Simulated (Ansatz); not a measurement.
LaBiS2O:
```xyz
10
Lattice="4.0318 0.0000 0.0000 0.0000 4.0318 0.0000 0.0000 0.0000 14.0255" Properties=species:S:1:pos:R:3 pbc="T T T"
La     2.0159     0.0000     8.2637
La     0.0000     2.0159     5.7618
Bi     0.0000     2.0159    12.1909
Bi     2.0159     0.0000     1.8345
S      2.0159     0.0000    12.4870
S      0.0000     2.0159     1.5385
S      0.0000     2.0159     9.7026
S      2.0159     0.0000     4.3229
O      0.0000     0.0000     7.0127
O      2.0159     2.0159     7.0127
```

Relaxed with r²SCAN+D4.

Problem. Map the valence electron density (e/Å³), cut off at 1 on the plane through (0.500, 0.000, 0.589) spanned by u = [1, 0, 0] and v = [0, 0, 1] in lattice vectors, from plane-wave PAW r²SCAN+D4 (Ansatz code).

Solution. x is the fraction of u, y of v (the angle between them is 90°; rows are the nearest grid lines); atoms in the plane: La at (0.00, 0.00), Bi at (0.00, 0.54), S at (0.00, 0.30), S at (0.00, 0.72), O at (0.50, 0.91).
```
|@@@@@#-.......-#@@@@@|
|@@@@*==#@@@@@#==*@@@@|
|*+=-:-#@@@@@@@#-:-=+*|
|     .-%@@@@@%-.     |
|        .....        |
|%#*+-:.       .:-+*#%|
|@@@@*-:.     .:-*@@@@|
|=*@@#=:.     .:=#@@*=|
|#*+=:.         .:=+*#|
|@@@*-.         .-*@@@|
|@@@@%-.       .-%@@@@|
|@@@@@+:.     .:+@@@@@|
|@%*=:.         .:=*%@|
|.                   .|
|....             ....|
|@@@*=:.       .:=*@@@|
| -%@%=:.     .:=%@%- |
|@@%*-:.       .:-*%@@|
|=--:..         ..:--=|
|                     |
|                     |
|*+=-..         ..-=+*|
|@@@@*-.       .-*@@@@|
|@@@@@#-.......-#@@@@@|
```
Scale: ten equal steps from 0.017 (start of ' ') to 1.00 (end of '@'), in the order ' .:-=+*#%@'; x runs from 0.000 to 1.00, y from 0.000 (bottom) to 1.00 (top).

The density is the valence pseudo-density with augmentation charge, so density and ELF within about 1 Å of a nucleus are not all-electron values.

Space group P4/nmm. The first step of the workflow began from a Materials Project structure, measured or hypothetical; the Crystallography Open Database copy checked does not list it. Whether it is the stable phase at ambient conditions was not checked. Symmetry was held in the r²SCAN+D4 relaxation. At this level the phase is dynamically unstable (imaginary phonons). Spin–orbit coupling is left out wherever it is not named.

Potentials: the earlier of the program's two PAW sets.
